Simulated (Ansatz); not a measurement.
Each is relaxed and computed with PBEsol in the plane-wave PAW code Ansatz. Which is the only metal?
A. TaC, P-6m2 (Ta on 1a, C on 1d)
B. SiC, P6_422 (Si on 3c, C on 3d)
C. B4C, Cm (Pearson symbol mS30)
D. AlSiCN, P3m1 (Al on 1b, Si on 1c, C on 1b, N on 1c)

A, TaC, P-6m2 (Ta on 1a, C on 1d). TaC: metal; AlSiCN: gap 3.26 eV (indirect); B4C: gap 2.82 eV (indirect); SiC: gap 0.77 eV (indirect). Built on a structure type that need not be the filed one of that space group: TaC, P-6m2 (Ta on 1a, C on 1d). Typed or built starts, not in the databases checked: SiC, P6_422 (Si on 3c, C on 3d). Not the usual ambient phase: TaC, P-6m2 (Ta on 1a, C on 1d); SiC, P6_422 (Si on 3c, C on 3d). Standing as an ambient phase not checked: AlSiCN, P3m1 (Al on 1b, Si on 1c, C on 1b, N on 1c); B4C, Cm (Pearson symbol mS30). All cells were relaxed under the symmetry of their starts (and spin orders); stability against distortions was not tested throughout. Rows with no word on spin ran without spin polarisation. Scalar-relativistic: spin–orbit coupling is off unless named, which matters more the heavier the elements.

Potentials: the later of the program's two PAW sets.
